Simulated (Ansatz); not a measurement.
An elastic tensor (GPa, Voigt order, standard axes) from the program Ansatz at the r²SCAN level (PAW):

```
12.4   6.3   6.3   0.0   0.0   0.0
 6.3  12.4   6.3   0.0   0.0   0.0
 6.3   6.3  12.4   0.0   0.0   0.0
 0.0   0.0   0.0   9.0   0.0   0.0
 0.0   0.0   0.0   0.0   9.0   0.0
 0.0   0.0   0.0   0.0   0.0   9.0
```

### Question
Which compound is it?
A. Ba, bcc (W type)
B. Rb, bcc (W type)
C. Nb, bcc (W type)
D. Mo, bcc (W type)

### Answer
A, Ba, bcc (W type)

Space group Im-3m (bcc (W type)). The r²SCAN relaxation kept the symmetry of its start. As this level gives no gap, shear constants depend on the k-mesh and smearing (Fermi–Dirac, 0.1 eV here). Scalar-relativistic: spin–orbit coupling is off unless named, which matters more the heavier the elements.

Potentials: the earlier of the program's two PAW sets.
